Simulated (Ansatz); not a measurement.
MgS (rock salt) is sheared across one {110} plane: the third cell vector gains the shift, so faults repeat every 5.5 Å. The cut lies between planes 1.84 Å apart; the cell height is held.

```
MgS
1.0
    3.67917     0.00000     0.00000
    0.00000     5.20313     0.00000
    1.83958     2.60157     5.51875
S Mg
3 3
Direct
  0.00000   0.00000   0.83333
  0.33333   0.33333   0.16667
  0.66667   0.66667   0.50000
  0.33333   0.83333   0.16667
  0.66667   0.16667   0.50000
  0.00000   0.50000   0.83333
```

In-plane vectors a = (3.679, 0.000) Å, b = (0.000, 5.203) Å, area 19.14 Å². The shift is s times the vector a (length 3.679 Å), so s = 1 restores the start. Atoms relax along the normal only. γ = [E(shift) − E(0)] / area.

These are r2SCAN (plane waves to 500 eV, PAW, scalar-relativistic; Ansatz, a program for electronic structure) values and carry that method's errors. k mesh 8×8×8 (Γ-centred), Fermi-Dirac smearing 0.05 eV. Energies are extrapolated to zero smearing. Stress and pressure are positive under compression. Some relaxations began with atoms very close together and may have settled on another branch. Faults lie only 5.5 Å apart, and holding the cell height raises γ above its relaxed value. MgS was relaxed with its symmetry unable to fall. The zero of γ is zero shift.

| shift (Å) | σ normal to the fault (GPa) | γ (meV/Å²) |
|---|---|---|
| 0.000 | 0.0 | 0.0 |
| 0.307 | 1.7 | 7.3 |
| 0.613 | 5.2 | 21.0 |
| 0.920 | 8.9 | 33.8 |
| 1.226 | [?] | [?] |
| 1.533 | 14.1 | 50.3 |
| 1.840 | 14.9 | [?] |
| 2.146 | 14.1 | 50.3 |
| 2.453 | [?] | [?] |
| 2.759 | 8.9 | 33.8 |
| 3.066 | 5.2 | 21.0 |
| 3.373 | 1.7 | 7.3 |

Question: What belongs in the gaps?

Answer: 
- 1.226, σ normal to the fault (GPa): 12.1
- 1.226, γ (meV/Å²): 43.9
- 1.840, γ (meV/Å²): 52.6
- 2.453, σ normal to the fault (GPa): 12.1
- 2.453, γ (meV/Å²): 43.9

(The slope of γ gives the shear force per area between the displaced halves; near zero shift its curvature is an elastic stiffness.)
